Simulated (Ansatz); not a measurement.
Relaxed-ion elastic tensor of CoSi$_{2}$ (fluorite or antifluorite type, space group No. 225) in GPa (Voigt order), DFT-LDA in the program Ansatz with PAW potentials; density 5.21 g/cm³, 12.23 Å³ per atom.

```
  276    168    168    0.0    0.0    0.0
  168    276    168    0.0    0.0    0.0
  168    168    276    0.0    0.0    0.0
  0.0    0.0    0.0  100.0    0.0    0.0
  0.0    0.0    0.0    0.0  100.0    0.0
  0.0    0.0    0.0    0.0    0.0  100.0
```

Question: Is the crystal mechanically stable?

Answer: Yes: the smallest eigenvalue of C is 100.0 GPa.

Question: Work out the Voigt, Reuss and Hill averages.

Answer: K_V = 204, K_R = 204, K_H = 204; G_V = 81.7, G_R = 74.8, G_H = 78.2 GPa.

Question: Give Young's modulus, Poisson's ratio, Pugh's ratio and the universal anisotropy index.

Answer: E = 9KG/(3K + G) = 208 GPa; ν = 0.33; K/G = 2.60 (ductile by the Pugh limit of 1.75); A_U = 5G_V/G_R + K_V/K_R − 6 = 0.46.

Question: Estimate the sound speeds and the Debye temperature.

Answer: v_l = √((K + 4G/3)/ρ) = 7690 m/s, v_t = √(G/ρ) = 3870 m/s, mean 4340 m/s; Θ = (h/k)(3n/4πV)^(1/3) v_m = 561 K.

Question: Give the Zener ratio and Young's modulus along [100], [110] and [111].

Answer: A = 2C44/(C11 − C12) = 1.84; 1/E = S11 − 2(S11 − S12 − S44/2)Γ with Γ = 0, 1/4, 1/3 gives 149, 218, 258 GPa.

Space group Fm-3m (fluorite or antifluorite type). The LDA relaxation kept the symmetry of its start. The run is not spin-polarised. As this level gives no gap, shear constants depend on the k-mesh and smearing (Fermi–Dirac, 0.1 eV here).

Potentials: the earlier of the program's two PAW sets. The files were generated under PBE; for other functionals the program regenerates the frozen cores, and for LDA and PBEsol the local potential too.
